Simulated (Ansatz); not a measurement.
Recipe of this trial structure of Al₂HCl: ordered mixture on the anion sites of nickel arsenide (Pmmn, No. 59) (occupants of the shared sites, in ratio, Cl: 2, H: 2). The dimensions are guesses.

```cif
data_structure
_symmetry_space_group_name_H-M 'P 1'
_symmetry_Int_Tables_number 1
_cell_length_a 2.9182
_cell_length_b 4.5232
_cell_length_c 5.0545
_cell_angle_alpha 90.000
_cell_angle_beta 90.000
_cell_angle_gamma 90.000
_cell_volume 66.72
loop_
_atom_site_label
_atom_site_type_symbol
_atom_site_fract_x
_atom_site_fract_y
_atom_site_fract_z
_atom_site_occupancy
Al1 Al 0.00000 0.75000 0.75000 1
Al2 Al 0.50000 0.75000 0.25000 1
Al3 Al 0.00000 0.25000 0.75000 1
Al4 Al 0.50000 0.25000 0.25000 1
H1 H 0.50000 0.50000 0.91667 1
H2 H 0.00000 0.00000 0.08333 1
Cl1 Cl 0.00000 0.50000 0.41667 1
Cl2 Cl 0.50000 0.00000 0.58333 1
```

Computed with Ansatz 0.2.0, DFT PBE, scalar-relativistic, plane waves, PAW. Cutoff 420 eV, Gaussian smearing, Γ-centred meshes. Cell and atoms relax first on a coarse mesh and then on a finer one. In between, the cell is made exact in the group found at 0.06 Å. In metals the finer mesh still leaves noise of several meV/atom or more. The steps can't lower the symmetry of their start. No spin polarisation.

A guess keeps its type if space group and coordination stay and the shape of the cell changes little (axis ratios within about 15 %, angles within 6°); the volume may change.

Q: Does this structure survive the relaxation?

A: It doesn't keep its type. The symmetry stays Pmmn (No. 59). The volume per atom grows by 142.6 %, from 8.3 to 20.2 Å³. The shortest distance goes from 2.03 Å (Al–Cl and Al–H) to 2.21 Å (Al–H). Counting neighbours within 15 % of an atom's shortest distance, the start has Al 8, Cl 6, H 6 and the end Al 4, Cl 2, H 6. In detail, at the end Al has 3 H at 2.21–2.22 Å, 1 Cl at 2.38 Å, 1 Al at 2.56 Å and 3 Al at 2.76 Å; H is surrounded by 6 Al at 2.21–2.22 Å; Cl has 2 Al at 2.38 Å.

Space group Pmmn:1 (No. 59). a = 3.399 Å, b = 5.316 Å, c = 8.959 Å, α = 90.00°, β = 90.00°, γ = 90.00°
| atom | site | symmetry | x | y | z |
| --- | --- | --- | --- | --- | --- |
| Al | 4e | m.. | 0.0000 | 0.7594 | 0.8788 |
| H | 2a | mm2 | 0.5000 | 0.5000 | 0.9196 |
| Cl | 2b | mm2 | 0.0000 | 0.5000 | 0.6619 |

Energies over the elements count from the elements' standard structures at the same level (Cl₂, H₂ as molecules), with no fitted energy shifts.

Q: At what energy does it end?

A: −0.09 eV/atom. Whether it is stable depends on the other phases of the system, which aren't compared here.

The last run used a 12×8×4 mesh (in the run's order of axes) for its 8-atom cell and Gaussian smearing of 0.10 eV. No dispersion correction is applied, so the spacing and binding between layers, chains or molecules are poorly described. With hydrogen, zero-point motion can shift formation energies by some tens of meV/atom. A structure relaxed within its symmetry needn't be a true minimum.
